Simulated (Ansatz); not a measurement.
A geometry of TiTe₂ away from equilibrium: step 2 of the relaxation of a relaxed TiTe2 cell displaced along its unstable phonon at q = (½, ½, 0) of its primitive reciprocal cell (62i cm⁻¹), largest move 0.15 Å. Method: PBE (plane waves to 420 eV, PAW, scalar-relativistic; Ansatz, a first-principles code). Γ-centred k-mesh 8×8×8 on the run's cell (coarser than for final values), Fermi–Dirac smearing 0.05 eV.

```
CELL_PARAMETERS angstrom
      0.00000     6.89222     6.92437
      3.44611     3.44611     6.92437
      3.44611     3.44611     0.00000
ATOMIC_POSITIONS crystal
  Ti 0.00000 0.00000 0.00000
  Ti 0.50000 0.00000 0.00000
  Te 0.00000 0.28318 0.21682
  Te 0.50000 0.21682 0.28318
  Te 0.00000 0.78318 0.71682
  Te 0.50000 0.71682 0.78318
```

**Question.** What forces act on the atoms (eV/Å)?

**Answer.** 
| atom | Fx | Fy | Fz |
|---|---|---|---|
| Ti1 | 0.00 | 0.00 | 0.00 |
| Ti2 | 0.00 | 0.00 | 0.00 |
| Te3 | 0.00 | 0.00 | 0.17 |
| Te4 | 0.00 | 0.00 | -0.17 |
| Te5 | 0.00 | 0.00 | 0.17 |
| Te6 | 0.00 | 0.00 | -0.17 |

**Question.** What is the pressure?

**Answer.** -0.1 GPa, compression positive.

No spin polarisation in the result.

The run could not lose the symmetry of its start, so the end can be a saddle point.

The end of the path is a generated cell of TiTe2: the first start was made by placing the elements on the sites of a structure type, and the end was not matched to a known phase here, so it may be hypothetical. Known forms of TiTe2 include space group No. 164.
